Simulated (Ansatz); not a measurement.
**ZnS: the gap under pressure**

ZnS, F-43m, a = 5.388 Å. The compound has several low-lying forms, and this is one of them. Ansatz: r2SCAN, PAW, 500 eV, Γ-centred 8×8×8 mesh on 2 atoms, Gaussian smearing 0.02 eV; no spin polarisation. Cell and atoms are relaxed at each pressure, and no other structure is tried; the real crystal is known to change phase within this range, so the rows at high pressure are metastable. The gap is sought over the whole zone. The pressures are the targets, met within 0.03 GPa.

```
P (GPa) gap y (eV)
   -3.0           ?
    0.0       2.705
    3.0       2.867
    8.0       3.101
   15.0       3.349
   30.0       3.079
   60.0       2.667
```

Q: Fit y = E0 + αP + βP² to the other rows and predict the missing gap.

A: Least squares on the rows shown. y = 2.8012 + 0.032737 P − 0.00059120 P². So α = 32.7 meV/GPa, but the rows at 0 and 3 GPa alone give 54 meV/GPa, so the parabola doesn't give the slope at zero pressure. With a term in P³ added, the coefficient of P becomes 0.08273, 153 % more, which shows how far this figure hangs on the form. At P = -3.0 the fit asked for gives 2.698 eV. The run gave 2.513 eV, so the fit is 0.185 eV too high, within twice the rms miss on the fitted rows (0.117 eV): the form describes this series only roughly. Note that among the fitted rows a band edge sits at another point of the zone at 15, 30, 60 GPa than at zero pressure, so one curve spans more than one gap.

Semilocal functionals give gaps under the measured ones; changes of the gap mostly carry over better.

Cost: 7 runs of about 1.5 core-minutes in all, on Arm Neoverse V2 (shared hosts).